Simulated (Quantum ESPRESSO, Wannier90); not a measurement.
# Wannier functions of AlInSb₂ (P-4m2)

```
AlInSb2
1.0
    4.50617     0.00000     0.00000
    0.00000     4.50617     0.00000
    0.00000     0.00000     6.34882
Al In Sb
1 1 2
Direct
  0.00000   0.00000   0.00000
  0.50000   0.50000   0.50000
  0.00000   0.50000   0.23337
  0.50000   0.00000   0.76663
```

Structure: Materials Project mp-1228890, symmetrised, not relaxed again. Not found in the COD (Crystallography Open Database) copy used; not checked further. Method: PBEsol plane waves in Quantum ESPRESSO 7.5 (PseudoDojo norm-conserving files, 64 Ry, no spin polarisation, no spin-orbit coupling), Bloch states on a 8×8×6 mesh through Γ, Wannier90 4.0.1. Density: 8×8×6 mesh, Gaussian smearing 0.01 Ry. Spin-orbit coupling is left out although heavy elements are present.

Energies are relative to the valence-band maximum.

**Bands.** A Kohn-Sham gap of 0.38 eV opens above band 23. 4 filled groups are cut off by gaps; the highest, bands 18–23, spans -5.73 to 0.00 eV and is Sb 5p 57 %, Al 3p 12 %, In 5p 12 %.

**Valence functions.** The best of several starts gives 8 functions with Ω_total = 24.26 Å², 94 % of it gauge-invariant: 4 of 2.84 Å² at 1.02 Å from Sb; 4 of 3.23 Å² at 1.13 Å from Sb.

**Model.** 16 functions (Al sp, In sp, Sb sp) from bands 16-41, frozen to 1.89 eV, reach Ω_I = 33.20 Å² and follow pw.x to 2.4 meV rms (states up to 1.4 eV relative to the valence-band maximum).

**Frozen window.** Edge, Ω_I and misfit go -0.1 eV, 30.70 Å², 115 meV; 0.9 eV, 30.75 Å², 94 meV; 1.9 eV, 33.20 Å², 2.4 meV. Ω_I never falls as the edge rises, since each frozen state takes freedom from the choice of the smoothest subspace. The edges under the compared range leave its upper states unfrozen, and their misfit is the largest.

**No window.** Without a frozen window Ω_I drops to 29.86 Å² while the misfit grows to 161 meV: a small spread is no proof of good bands.

**Outer window.** The setting "only the lowest 18 of the kept bands" raises Ω_I to 54.31 Å², as fewer states are left to mix in, and the misfit goes to 3.1 meV.

**Stops.** With the frozen window to 5.89 eV the program stops (More states in the frozen window than target WFs). With the frozen window to 6.36 eV the program stops (More states in the frozen window than target WFs).
